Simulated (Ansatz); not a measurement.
# Computed frozen-phonon scan: AlN (zinc blende)

Starting cell, AlN (zinc blende):

```
AlN
1.0
    0.00000     4.36982     4.36982
    2.18491     2.18491     4.36982
    2.18491     2.18491     0.00000
N Al
2 2
Cartesian
  3.27737   3.27737   3.27737
  3.27737   5.46228   5.46228
  0.00000   0.00000   0.00000
  2.18491   4.36982   6.55473
```

A phonon eigenvector at X = (0.5, 0.5, 0.0) is frozen into this cell: atom i moves by Q times the vector below, so Q is the largest atomic displacement, in Å. The cell is held. (q is in reciprocal vectors of the primitive cell; the cell shown is doubled to hold the pattern.)

| atom | x | y | z |
|---|---|---|---|
| N1 | 0.000 | 0.000 | 1.000 |
| N2 | 0.000 | 0.000 | -1.000 |

Atoms not listed stay in place.

All values below come from r2SCAN (plane waves to 500 eV, PAW, scalar-relativistic; Ansatz, a quantum-chemistry and plane-wave program). k mesh 13×13×13 (Γ-centred), Fermi-Dirac smearing 0.05 eV. The energy includes the smearing's −TS. Compression counts positive. AlN was relaxed with its symmetry unable to fall. ΔE is measured from the undisplaced structure.

| Q (Å) | ΔE (meV/cell) | P (GPa) | −dE/dQ from forces (eV/Å) |
|---|---|---|---|
| -0.180 | 875 | 5.27 | 9.624 |
| -0.150 | 610 | 3.67 | 8.071 |
| -0.120 | 391 | 2.35 | 6.490 |
| -0.090 | 220 | 1.32 | 4.887 |
| -0.060 | 98 | 0.59 | 3.267 |
| -0.030 | 25 | 0.14 | 1.636 |
| 0.000 | 0 | 0.00 | 0.000 |
| 0.030 | 25 | 0.14 | -1.636 |
| 0.060 | 98 | 0.59 | -3.267 |
| 0.090 | 220 | 1.32 | -4.887 |
| 0.120 | 391 | 2.35 | -6.490 |
| 0.150 | 610 | 3.67 | -8.071 |
| 0.180 | 875 | 5.27 | -9.624 |

Key numbers:

- Energy at Q = 0.180 Å: 875 meV/cell
- Space group of the distorted cell: P-4m2 (No. 115), lowered from F-43m
- Symmetry of the curve: even: the same for both signs
- Shape of the curve: a single well with its minimum at or next to zero displacement
- Harmonic wavenumber from the curvature (finite differences): 728 cm⁻¹
- Wavenumber by perturbation theory (DFPT, on another k mesh): 728 cm⁻¹

(For displaced atoms, the force is minus the slope of the energy, and its curvature is a force constant, which sets phonon frequencies.)
